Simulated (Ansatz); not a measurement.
GaAs:
```cif
data_As4Ga4
_chemical_formula_sum 'As4 Ga4'
_space_group_name_H-M_alt 'Fm-3m'
_space_group_IT_number 225
_space_group_name_Hall '-F 4 2 3'
_cell_length_a 5.30378
_cell_length_b 5.30378
_cell_length_c 5.30378
_cell_angle_alpha 90.000
_cell_angle_beta 90.000
_cell_angle_gamma 90.000
loop_
_atom_site_label
_atom_site_type_symbol
_atom_site_symmetry_multiplicity
_atom_site_Wyckoff_symbol
_atom_site_fract_x
_atom_site_fract_y
_atom_site_fract_z
_atom_site_occupancy
As1 As 4 a 0.00000 0.00000 0.00000 1
Ga1 Ga 4 b 0.50000 0.50000 0.50000 1
```
(The calculation used a cell of 2 atoms; values per cell refer to that cell.)

Relaxed with PBEsol.

Problem. Decompose the optical modes at the zone centre into irreducible representations, and say which are infrared and Raman allowed.

Solution. Point group m-3m: Γ_opt = T1u. Infrared: T1u. Raman: none.

Problem. Assign frequencies (DFPT, plane-wave PAW PBEsol (Ansatz code)).

Solution. T1u 127 cm⁻¹.

The start of the workflow was typed in or built on a structure type; neither database checked (COD, Materials Project) lists it. It is not the phase usual at ambient conditions (space group No. 216). Symmetry was held in the PBEsol relaxation; of distortions, only those at the zone centre were tested. As this level gives no gap, phonon frequencies hold no LO–TO term and depend on the k-mesh and smearing (Fermi–Dirac, 0.1 eV here).

Potentials: the later of the program's two PAW sets.
